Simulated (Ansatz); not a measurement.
# Elastic constants of LaTe (Fm-3m), step by step

```
CELL_PARAMETERS angstrom
0.00000 3.19580 3.19580
3.19580 0.00000 3.19580
3.19580 3.19580 0.00000
ATOMIC_POSITIONS crystal
La 0.00000 0.00000 0.00000
Te 0.50000 0.50000 0.50000
```

The conventional cell has a = 6.392 Å, b = 6.392 Å, c = 6.392 Å, α = 90.00°, β = 90.00°, γ = 90.00°. La (atom 1) is surrounded by 6 Te at 3.20 Å. Te (atom 2) has 6 La at 3.20 Å as nearest neighbours.

Unless marked otherwise, the numbers come from PBEsol, all-electron LAPW in Ansatz 0.2.0, scalar-relativistic. k mesh 12×12×12, strains of ±0.005, Fermi-Dirac smearing of 0.050 eV, basis error target 0.5 meV/atom. The cell was relaxed by PAW under this functional.

The cell is cubic and carries a residual pressure of -0.01 GPa at this level. Each strain component that symmetry leaves independent is applied at ±0.005 and ±0.01, the ions relax wherever a strain frees them, and the stress (tension positive, GPa) is read. Shears are engineering strains, γ = 2ε.

| strain | size | σxx | σyy | σzz | σyz | σxz | σxy |
| --- | --- | --- | --- | --- | --- | --- | --- |
| xx | -0.01 | -1.7001 | -0.1111 | -0.1111 | 0.0000 | 0.0000 | 0.0000 |
| xx | -0.005 | -0.8151 | -0.0503 | -0.0503 | 0.0000 | 0.0000 | 0.0000 |
| xx | +0.005 | 0.7848 | 0.0751 | 0.0751 | 0.0000 | 0.0000 | 0.0000 |
| xx | +0.01 | 1.5072 | 0.1386 | 0.1386 | 0.0000 | 0.0000 | 0.0000 |
| yz | -0.01 | 0.0155 | 0.0106 | 0.0106 | -0.0875 | 0.0000 | 0.0000 |
| yz | -0.005 | 0.0129 | 0.0116 | 0.0116 | -0.0435 | 0.0000 | 0.0000 |
| yz | +0.005 | 0.0129 | 0.0116 | 0.0116 | 0.0435 | 0.0000 | 0.0000 |
| yz | +0.01 | 0.0155 | 0.0106 | 0.0106 | 0.0875 | 0.0000 | 0.0000 |

The slope is [8(σ(+δ) − σ(−δ)) − (σ(+2δ) − σ(−2δ))]/(12δ), and the program imposes the crystal's symmetry on the matrix.

**Question.** What are the independent elastic constants?

**Answer.** C11 = 159.9, C12 = 12.6, C44 = 8.7 GPa.

**Question.** Do they meet the Born conditions?

**Answer.** C11 − C12 = 147.3, C11 + 2C12 = 185.0 and C44 = 8.7 GPa must all be positive, so the crystal is elastically stable; that says nothing yet of its phonons.

**Question.** What moduli does a random aggregate of grains have?

**Answer.** B = (C11 + 2C12)/3 = 61.7 GPa. G_V = (C11 − C12 + 3C44)/5 = 34.7 and G_R = 5(C11 − C12)C44/(4C44 + 3(C11 − C12)) = 13.4, so G_H = 24.1 GPa. Then E = 9BG/(3B + G) = 63.9 GPa, ν = (3B − 2G)/(6B + 2G) = 0.327 and B/G = 2.56, on the ductile side of Pugh's 1.75 (a rule of thumb).

**Question.** With the density of 6.779 g/cm³, how fast does sound travel, and what Debye temperature follows?

**Answer.** 

```
direction  slow (m/s)  middle (m/s)  fast (m/s)
    [100]        1132          1132        4856
    [110]        1132          3296        3742
    [111]        2769          2769        3287
```

The mean of v⁻³ over directions and branches gives v_m = 1831 m/s and θ_D = (ħ/k_B) v_m (6π²n)^(1/3) = 171 K, n being atoms per volume. Young's modulus spans 25 to 158 GPa over directions, and the universal anisotropy index is 7.91.

**Question.** How far do the constants move if PAW replaces LAPW in the same cell?

**Answer.** 

```json
{"constant": "C11", "LAPW (GPa)": "159.9", "PAW (GPa)": "159.7", "difference": "-0.2"}
{"constant": "C12", "LAPW (GPa)": "12.6", "PAW (GPa)": "12.5", "difference": "-0.1"}
{"constant": "C44", "LAPW (GPa)": "8.7", "PAW (GPa)": "8.7", "difference": "0.0"}
```

**Question.** How far do the constants move if all-electron PAW (datasets made for the crystal) replaces LAPW in the same cell?

**Answer.** 

```
constant  LAPW (GPa)  all-electron PAW (datasets made for the crystal) (GPa)  difference
     C11       159.9                                                   159.8        -0.1
     C12        12.6                                                    12.6         0.0
     C44         8.7                                                     8.7         0.0
```

**Question.** What happens at 5 GPa (cell relaxed there)?

**Answer.** The volume falls to 0.9325 of its value, and C11 = 217.5, C12 = 16.5, C44 = 6.2 GPa (slopes of the stress), in this structure whether or not another phase takes over.

Caveats: responses of metals move with mesh and smearing; the softest shear constant rests on one k mesh, and a soft shear can herald a distortion on cooling; the frozen-core PAW files of the compared runs were fitted under PBE, their cores solved anew for this functional.
